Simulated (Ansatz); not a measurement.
# In3AgI4: start and end of a relaxation

The cell of In3AgI4 is invented: random cell by space group and Wyckoff sites (Pm-3m, No. 221). Its size is a rough estimate.

start.cif

```cif
data_structure
_symmetry_space_group_name_H-M 'P 1'
_symmetry_Int_Tables_number 1
_cell_length_a 8.3017
_cell_length_b 8.3017
_cell_length_c 8.3017
_cell_angle_alpha 90.000
_cell_angle_beta 90.000
_cell_angle_gamma 90.000
_cell_volume 572.13
loop_
_atom_site_label
_atom_site_type_symbol
_atom_site_fract_x
_atom_site_fract_y
_atom_site_fract_z
_atom_site_occupancy
In1 In 0.50000 0.00000 0.00000 1
In2 In 0.00000 0.50000 0.00000 1
In3 In 0.00000 0.00000 0.50000 1
Ag1 Ag 0.50000 0.50000 0.50000 1
I1 I 0.00000 0.50000 0.50000 1
I2 I 0.50000 0.00000 0.50000 1
I3 I 0.50000 0.50000 0.00000 1
I4 I 0.00000 0.00000 0.00000 1
```

Method: Ansatz, DFT PBE, scalar-relativistic, plane waves, PAW. Cutoff 420 eV, Gaussian smearing, Γ-centred meshes. Cell and atoms relax first on a coarse mesh and then on a finer one. In between, the cell is made exact in the group found at 0.06 Å. In metals the finer mesh still leaves noise of several meV/atom or more. The steps can't lower the symmetry of their start. No spin polarisation.

end.cif

```cif
data_structure
_symmetry_space_group_name_H-M 'P 1'
_symmetry_Int_Tables_number 1
_cell_length_a 6.8249
_cell_length_b 6.8249
_cell_length_c 6.8249
_cell_angle_alpha 90.000
_cell_angle_beta 90.000
_cell_angle_gamma 90.000
_cell_volume 317.90
loop_
_atom_site_label
_atom_site_type_symbol
_atom_site_fract_x
_atom_site_fract_y
_atom_site_fract_z
_atom_site_occupancy
In1 In 0.50000 0.00000 0.00000 1
In2 In 0.00000 0.50000 0.00000 1
In3 In 0.00000 0.00000 0.50000 1
Ag1 Ag 0.50000 0.50000 0.50000 1
I1 I 0.00000 0.50000 0.50000 1
I2 I 0.50000 0.00000 0.50000 1
I3 I 0.50000 0.50000 0.00000 1
I4 I 0.00000 0.00000 0.00000 1
```

The symmetry stays Pm-3m (No. 221). The volume per atom shrinks by 44.4 %, from 71.5 to 39.7 Å³. The shortest distance goes from 4.15 Å (Ag–I and In–I) to 3.41 Å (Ag–I and In–I). The energy falls by about 0.41 eV/atom (the start's value is from the coarse mesh).

```json
{"Volume per atom": "39.74 Å³", "Density": "5.01 g/cm³", "Energy over the elements": "−0.34 eV/atom", "Gap on the 6×6×6 mesh of the 8-atom cell": "0 eV (a metal)"}
```

The zero of energy is the elements' standard structures at the same level; no fitted shifts are applied. It lies below the elements, which doesn't yet make it stable against other compounds or structures.

The last run used Gaussian smearing of 0.10 eV. Spin–orbit coupling, which can matter for I, is left out. The reference form of I is held partly by dispersion forces, which this level lacks. A structure relaxed within its symmetry needn't be a true minimum. In all, the 4 runs took 2.3 min on 1 thread of Intel(R) Xeon(R) 6975P-C (Granite Rapids), with other jobs on the host.
